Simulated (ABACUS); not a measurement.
A self-consistent single point of TePb (Fm-3m, 2 atoms in the cell; from Materials Project mp-19717).

```xyz
2
Lattice="0.0000 3.2709 3.2709 3.2709 0.0000 3.2709 3.2709 3.2709 0.0000" Properties=species:S:1:pos:R:3 pbc="T T T"
Te     0.0000     0.0000     0.0000
Pb     3.2709     3.2709     3.2709
```

Method: PBE, numerical atomic orbitals TZDP (confined pseudo-atomic orbitals; energy shift 0.01 Ry), PseudoDojo 0.5 standard norm-conserving PBE (tails mended) pseudopotentials in ABACUS.

ABACUS settings:

| setting | value |
|---|---|
| basis | TZDP numerical atomic orbitals, energy shift 0.01 Ry |
| KPT | Gamma 7 7 7 0.5 0.5 0.5 |
| basis_type | lcao |
| ecutwfc | 100 Ry |
| smearing_method | gaussian |
| smearing_sigma | 0.000734986 Ry |
| potentials | PseudoDojo 0.5 standard norm-conserving PBE (tails mended) |
| symmetry | 1 |
| symmetry_prec | 1e-05 |
| ks_solver | scalapack_gvx |
| scf_nmax | 100 |
| scf_thr | 1.0e-06 |
| mixing_type | broyden |

Results:

Number of valence electrons: 30
Number of bands: 25
Number of k-points after the program's reduction: 44
Size of the basis: 54
Number of SCF iterations: 7
Free energy E − TS: -4752.3911 eV

Spin-orbit coupling is left out, which matters for bands and gaps with elements this heavy. The atom-centred basis is finite, which shifts total energies against plane waves. Forces and stress are left out: the polarisation orbitals used for some of these elements are too diffuse to give them reliably, and gaps can carry the same lack. The structure comes from a collection of computed structures, made at another level of theory; the collection holds predicted forms beside known ones.

Cost on one core: very roughly 16 core-seconds.

The atomic orbitals were generated for these runs; they are not ABACUS's published sets and were checked against plane waves on a few crystals only.

“Tails mended”: in these copies of the files the far tail of each local potential was reset to the Coulomb form.
